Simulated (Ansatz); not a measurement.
# Li₃Au: levels along high-symmetry lines

```yaml
crystal:
  lattice:
    - [0.00000, 3.15100, 3.15100]
    - [3.15100, 0.00000, 3.15100]
    - [3.15100, 3.15100, 0.00000]
  atoms:
    - { symbol: Li, position: [0.25000, 0.25000, 0.25000] }
    - { symbol: Li, position: [0.75000, 0.75000, 0.75000] }
    - { symbol: Li, position: [0.50000, 0.50000, 0.50000] }
    - { symbol: Au, position: [0.00000, 0.00000, 0.00000] }
```

Atoms are numbered in the order listed.

The cell is COD entry 1510223, as deposited and not checked against the literature; nothing was relaxed.

Spin–orbit coupling is left out, though it moves levels of the heavy atoms by tenths of an eV or more.

These are results of Ansatz 0.2.0, DFT, PBEsol, all-electron LAPW, scalar-relativistic, not measurements.

Numerical set-up: a Γ-centred 10×10×10 k mesh, Fermi–Dirac smearing of 0.03 eV, basis error target 1 meV/atom, no spin polarisation.

Points in fractions of the reciprocal vectors of this cell: Γ (0, 0, 0), X (0.5, 0, 0.5), U (0.625, 0.25, 0.625), K (0.375, 0.375, 0.75), L (0.5, 0.5, 0.5), W (0.5, 0.25, 0.75). The path runs Γ–X–U–K–Γ–L–W–X. Energies are in eV from the Fermi level; (×n) counts levels within 4 meV of each other, which need not be degenerate by symmetry.

Is there a gap?

none: bands cross the Fermi level, a metal.

List the levels between -5 and 4.5 eV at the symmetry points.


Γ: -4.44 (×3), -4.07 (×2), 4.00 (×3)
X: -4.82, -4.43, -3.97 (×2), -3.92, -3.11, -1.34, 0.08 (×2), 3.84
U: -4.64, -4.31, -4.09, -4.06, -4.03, -3.42, -0.88, -0.63, 0.78
K: -4.64, -4.31, -4.09, -4.06, -4.03, -3.42, -0.88, -0.63, 0.78
L: -4.93, -4.40 (×2), -3.96 (×2), -3.56, -2.07, 3.01 (×2)
W: -4.45, -4.25, -4.24 (×2), -3.97, -3.34, -0.61 (×2), 0.06
